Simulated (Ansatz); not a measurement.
AgNO₃:
```cif
data_Ag3N3O9
_chemical_formula_sum 'Ag3 N3 O9'
_space_group_name_H-M_alt 'R3m :H'
_space_group_IT_number 160
_space_group_name_Hall 'R 3 -2"'
_cell_length_a 5.07232
_cell_length_b 5.07232
_cell_length_c 8.05752
_cell_angle_alpha 90.000
_cell_angle_beta 90.000
_cell_angle_gamma 120.000
loop_
_atom_site_label
_atom_site_type_symbol
_atom_site_symmetry_multiplicity
_atom_site_Wyckoff_symbol
_atom_site_fract_x
_atom_site_fract_y
_atom_site_fract_z
_atom_site_occupancy
Ag1 Ag 3 a 0.00000 0.00000 0.99376 1
N1 N 3 a 0.00000 0.00000 0.57507 1
O1 O 9 b 0.19062 0.38124 0.24418 1
```
(The calculation used a cell of 5 atoms; values per cell refer to that cell.)

Relaxed with r²SCAN+D4. r²SCAN+D4 in the plane-wave PAW code Ansatz gives a gap of 2.04 eV.

What gap does HSE06 give on the same cell (Ansatz, PAW)?

3.44 eV, 1.40 eV more. The hybrid was solved on a coarser mesh and at special points; its gap is the smallest among all of these.

Cost on shared cores: the r²SCAN+D4 run (SCF on a 7×7×7 mesh, then bands and DOS) roughly 80 core-seconds, the HSE06 run (SCF on 4×4×4, then a few points) around 40 core-seconds (rough); the tasks are unlike.

The first step of the workflow began from a Materials Project structure, measured or hypothetical; the Crystallography Open Database files this formula in space group No. 160, but the cells were not matched. Its standing as an ambient phase is unchecked. The r²SCAN+D4 relaxation kept the symmetry of its start; whether a distortion lowers the energy is not shown. No spin polarisation was allowed. Scalar-relativistic: spin–orbit coupling is off unless named, which matters more the heavier the elements.

Potentials: the later of the program's two PAW sets.
